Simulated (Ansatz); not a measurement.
Consider the following.

MoPt₂:
Space group I4/mmm (No. 139); a = 3.373 Å, b = 3.373 Å, c = 8.312 Å, α = 90.00°, β = 90.00°, γ = 90.00°

| atom | site | symmetry | x | y | z |
|---|---|---|---|---|---|
| Mo | 2a | 4/mmm | 0.0000 | 0.0000 | 0.0000 |
| Pt | 4e | 4mm | 0.0000 | 0.0000 | 0.3342 |
(The calculation used a cell of 3 atoms; values per cell refer to that cell.)

This is the PBE-relaxed structure.

Q: All from DFT-PBE in the program Ansatz with PAW potentials, unless another level is named. Give the formation energy from the elements (no fitted shifts).

A: -0.23 eV/atom.

Q: Next, the density of states at the Fermi level?

A: 0.43 states/eV per atom (mean over ±0.08 eV).

The cell is a constructed one: a structure type filled with these elements; neither database checked (COD, Materials Project) lists it. COD files the formula under space group No. 71, so this cell is another polymorph or a model. Its standing as an ambient phase is unchecked. The cell was relaxed with PBE under the symmetry of its start; whether a distortion lowers the energy is not shown. No spin polarisation was allowed. Axis ratios of metals converge slowly with the k-mesh, so a and c are less sure than the volume. The references are the lowest solids computed at this level, not always the standard phases. Scalar-relativistic: spin–orbit coupling is off unless named, which matters more the heavier the elements.

Potentials: the earlier of the program's two PAW sets.
